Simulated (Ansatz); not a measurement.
The cell below belongs to a search over invented structures; it isn't taken from experiment.

Input and command of a plane-wave DFT calculation in Ansatz:

```yaml
crystal:
  lattice:
    - [4.84215797, 0.0, 0.0]
    - [-2.42107898, 4.19343181, 0.0]
    - [0.0, 0.0, 9.81256484]
  atoms:
    - { symbol: Zr, position: [0.0, 0.0, 0.20465822] }
    - { symbol: Zr, position: [0.0, 0.0, 0.65580829] }
    - { symbol: Ge, position: [0.0, 0.0, 0.90665757] }
    - { symbol: Cl, position: [0.33333333, 0.66666667, 0.2504162] }
    - { symbol: Cl, position: [0.66666667, 0.33333333, 0.2504162] }
    - { symbol: Cl, position: [0.33333333, 0.66666667, 0.93094156] }
    - { symbol: Cl, position: [0.66666667, 0.33333333, 0.93094156] }
basis:
  ecutwfc: 420
kpoints:
  mp_grid: { grid: [3, 3, 2] }
hamiltonian:
  xc: pbe
scf:
  occupations: { method: gaussian, width: 0.15 }
  lower_state_search: "off"
output:
  forces: true
  stress: true
  eigenvalues: true
relax:
  adjacent_minimum: "off"
  f_tol: 0.08
  max_steps: 16
  cell: { stress_tol: 0.8 }
```

```bash
ansatz run input.yaml --threads 1 --pin off --max-ram 2560MiB --backend cpu --events-out ev --progress --plain --runs-dir out
```

Processor: Arm Neoverse V1, 1 thread, on a host shared with other jobs.

**Question.** How long does it run, and how much memory does it take?

**Answer.** About 94 s, peak memory 0.42 GiB. It solves 40 bands at 6 k points (after reduction by symmetry) with about 3909 plane waves (on the last cell), in 150 SCF iterations over 16 ionic steps.
